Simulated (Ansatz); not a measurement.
Ansatz 0.2.0, single run: AgBr$_{2}$

Run with:

```bash
ansatz run input.yaml --threads 1 --pin off --max-ram 2560MiB --backend cpu --events-out ev --progress --plain --runs-dir out
```

The input file (Ansatz 0.2.0, plane waves):

```yaml
crystal:
  lattice:
    - [3.973935, 0.0, 0.0]
    - [-1.986967, 3.441529, 0.0]
    - [0.0, -2.294349, 6.329231]
  atoms:
    - { symbol: Ag, position: [0.0, 0.0, 0.0] }
    - { symbol: Br, position: [0.25, 0.5, 0.75] }
    - { symbol: Br, position: [0.75, 0.5, 0.25] }
  symmetry: { tolerance: 0.0003 }
kpoints:
  mp_grid: { grid: [6, 6, 6], shift: [0, 0, 0] }
magnetization:
  spin_polarized: false
scf:
  occupations: { method: gaussian, width: 5.0 }
  max_iter: 100
hamiltonian:
  pseudopotentials: { kind: paw }
  xc: r2scan
basis:
  ecutwfc: 500
output:
  forces: true
  stress: true
  eigenvalues: true
```

Origin of the cell: a known structure type with other elements, at an estimated volume, so it need not be a known compound.

Output (shortened):

```
SCF iter   1: F=—  HF=-13198.129169 eV  Δρ=1.53e-2  dr2=2.93e-1  dr2_τ=1.15e-2
SCF iter   2: F=—  HF=-13198.102911 eV  Δρ=8.71e-3  dr2=4.52e-2  dr2_τ=6.54e-3
SCF iter   3: F=—  HF=-13198.093771 eV  Δρ=2.85e-3  dr2=6.67e-3  dr2_τ=3.09e-4
SCF iter   4: F=—  HF=-13198.092357 eV  Δρ=5.22e-4  dr2=3.32e-4  dr2_τ=9.26e-6
SCF iter   5: F=—  HF=-13198.092291 eV  Δρ=6.17e-5  dr2=3.12e-6  dr2_τ=1.95e-7
SCF iter   6: F=—  HF=-13198.092299 eV  Δρ=1.07e-5  dr2=6.78e-8  dr2_τ=1.78e-8
SCF iter   7: F=-13198.092299 eV  HF=-13198.092299 eV  Δρ=1.11e-6  dr2=1.01e-9  dr2_τ=8.83e-11
SCF 1 converged in 7 iterations: F = -13198.092299 eV  dr2 = 1.01e-9
SCF converged after 7 iterations
Free energy (F): -13198.092299 eV
Harris-Foulkes:  -13198.092299 eV  (|F-HF|=1.19e-9)
Internal energy: -13181.548490 eV  (E = F + TS)
E sigma→0 (E₀):  -13189.820394 eV
Entropy (-TS):   -16.543809 eV (-5514.603 meV/atom)
[… 17 lines left out …]
  Σ components = -13198.092299   (vs F -13198.092299, Δ=0.00e0)
--- Forces (eV/Å), atoms counted from 1 ---
  atom   1  Ag     0.000000     0.000000     0.000000
  atom   2  Br    -0.000000    -0.000000    -1.083517
  atom   3  Br     0.000000     0.000000     1.083517
  max |Σ_I F_I| component: 2.31e-18 eV/Å
--- Stress (GPa, compression-positive) ---
        8.679273      -0.000000      -0.000000
       -0.000000       8.679273      -0.000000
       -0.000000      -0.000000       8.100773
  P = ⅓ Tr σ = 8.4864 GPa (84.864 kbar)
```

Why shouldn't this run be trusted?

It holds a smearing of electronvolts: `scf.occupations` typed as { method: gaussian, width: 5.0 }. Self-consistency was reached. Its numbers aren't properties of the system.

It ran for 22 s on 1 thread of Intel(R) Xeon(R) Platinum 8175M CPU @ 2.50GHz (Skylake/Cascade Lake), with other jobs on the host, peak memory 0.64 GiB, from the program's own first density.
